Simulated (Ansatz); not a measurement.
Band structure of In₂Au

```
In Au
1.0
     0.00000    3.25100    3.25100
     3.25100    0.00000    3.25100
     3.25100    3.25100    0.00000
In Au
2 1
Direct
  0.25000 0.25000 0.25000
  0.75000 0.75000 0.75000
  0.00000 0.00000 0.00000
```

Atoms are numbered in the order listed.

Conventional cell: a = 6.502 Å, b = 6.502 Å, c = 6.502 Å, α = 90.00°, β = 90.00°, γ = 90.00°. In (atom 1) has 4 Au at 2.82 Å as nearest neighbours. Around Au (atom 3) lie 8 In at 2.82 Å.

The cell is COD entry 9009001, as deposited and not checked against the literature; nothing was relaxed.

No spin–orbit coupling, which matters for the heavy atoms here.

Method: DFT, LDA, all-electron LAPW, scalar-relativistic in Ansatz 0.2.0.

Settings: a Γ-centred 10×10×10 k mesh, Fermi–Dirac smearing of 0.05 eV, basis error target 0.5 meV/atom, no spin polarisation.

Points in fractions of the reciprocal vectors of this cell: Γ (0, 0, 0), X (0.5, 0, 0.5), U (0.625, 0.25, 0.625), K (0.375, 0.375, 0.75), L (0.5, 0.5, 0.5), W (0.5, 0.25, 0.75). The path runs Γ–X–U–K–Γ–L–W–X. Energies are in eV from the Fermi level; (×n) counts levels within 4 meV of each other, which need not be degenerate by symmetry.

Q: Is there a gap?

A: none: with an odd electron count and no spin polarisation the bands can't all be full, a metal in this set-up (in compounds, spin order or a distortion in a larger cell can open a gap).

Q: List the levels between -14 and 5.5 eV at the symmetry points.

A: 
Γ: -10.05, -5.62 (×3), -4.74 (×2), 0.15, 3.11 (×3), 3.78 (×3), 4.12
X: -6.48, -6.32, -6.19, -4.92 (×2), -4.77, -4.23, -1.88 (×2), -0.30, 2.46
U: -6.74, -6.41, -5.69, -4.99, -4.88, -4.75, -4.31, -3.34, -1.13, 1.05, 4.44
K: -6.74, -6.41, -5.69, -4.99, -4.88, -4.75, -4.31, -3.34, -1.13, 1.05, 4.44
L: -8.00, -6.47, -5.35 (×2), -4.75 (×2), -4.65, 0.88 (×2), 1.69, 2.75, 3.67 (×2)
W: -6.47 (×2), -5.50, -5.34, -4.92, -4.53, -3.91 (×2), -2.11, 3.63 (×2), 5.07
